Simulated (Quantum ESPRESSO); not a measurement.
Kohn-Sham bands of Li$_{2}$Pd (P6/mmm)

```
CELL_PARAMETERS angstrom
      4.20512     0.00000     0.00000
     -2.10256     3.64174     0.00000
      0.00000     0.00000     2.67986
ATOMIC_POSITIONS crystal
  Li 0.33333 0.66667 0.50000
  Li 0.66667 0.33333 0.50000
  Pd 0.00000 0.00000 0.00000
```

Cell from Materials Project (mp-728), symmetrised, no further relaxation. COD (Crystallography Open Database) has an entry of this formula and space group (matched by these alone). Level: PBEsol, no spin polarisation, no spin-orbit coupling; pw.x of Quantum ESPRESSO at 66 Ry with PseudoDojo potentials, 6×6×8 k-points, Wannier90. Density: 12×12×16 mesh, cold smearing 0.01 Ry.

**Question.** List the Kohn-Sham levels between −8 and 3.0 eV relative to the Fermi level at the high-symmetry points, as a band run of pw.x on that density gives them (levels within 2 meV counted together).

**Answer.** 
```csv
point,k (reciprocal lattice),levels (eV)
Γ,0.000 0.000 0.000,"-5.28, -3.83, -3.04 (×2), -1.08 (×2)"
M,0.500 0.000 0.000,"-4.57, -3.43, -2.25, -1.88, -1.77, -1.16, -1.09, 0.74"
K,0.333 0.333 0.000,"-4.45, -2.80 (×2), -2.37, -1.13 (×2), -0.61 (×2)"
A,0.000 0.000 0.500,"-3.31 (×2), -3.25, -2.15 (×2), 0.76, 1.83"
L,0.500 0.000 0.500,"-3.65, -3.51, -2.60, -1.81, -1.14, 0.68, 1.35"
H,0.333 0.333 0.500,"-3.61 (×2), -2.21 (×2), -1.11, 1.44, 2.20 (×2)"
```
